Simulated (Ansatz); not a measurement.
Input and command of a plane-wave DFT calculation in Ansatz:

```yaml
crystal:
  lattice:
    - [5.9492964046, 0.0, 0.0]
    - [-2.9746482023, 5.1522418211, 0.0]
    - [0.0, 0.0, 5.0791955481]
  atoms:
    - { symbol: Ta, position: [0.5, 0.0, 0.0] }
    - { symbol: Ta, position: [0.5, 0.5, 0.0] }
    - { symbol: Ta, position: [0.0, 0.5, 0.0] }
    - { symbol: I, position: [0.0, 0.0, 0.0] }
    - { symbol: I, position: [0.3333333333, 0.6666666667, 0.5] }
    - { symbol: I, position: [0.6666666667, 0.3333333333, 0.5] }
basis:
  ecutwfc: 420
kpoints:
  mp_grid: { grid: [6, 6, 8] }
hamiltonian:
  xc: pbe
scf:
  occupations: { method: gaussian, width: 0.1 }
output:
  forces: true
  stress: true
  eigenvalues: true
relax:
  adjacent_minimum: "off"
  f_tol: 0.01
  max_steps: 80
  cell: { stress_tol: 0.05 }
```

```bash
ansatz run input.yaml --threads 1 --pin off --max-ram 2560MiB --backend cpu --events-out ev --progress --plain --runs-dir out
```

Processor: Intel(R) Xeon(R) Platinum 8259CL CPU @ 2.50GHz (Skylake/Cascade Lake), 1 thread, on a host shared with other jobs.

Problem. Estimate time, memory and problem size.

Solution. About 120 s on 1 thread of Intel(R) Xeon(R) Platinum 8259CL CPU @ 2.50GHz (Skylake/Cascade Lake) (shared host), peak memory 0.6 GiB. It solves 54 bands at 35 k points (the mesh reduced by the symmetry that the task leaves, which can be less than the crystal's) with about 3029 plane waves (on the last cell), in 30 SCF iterations over 5 ionic steps.
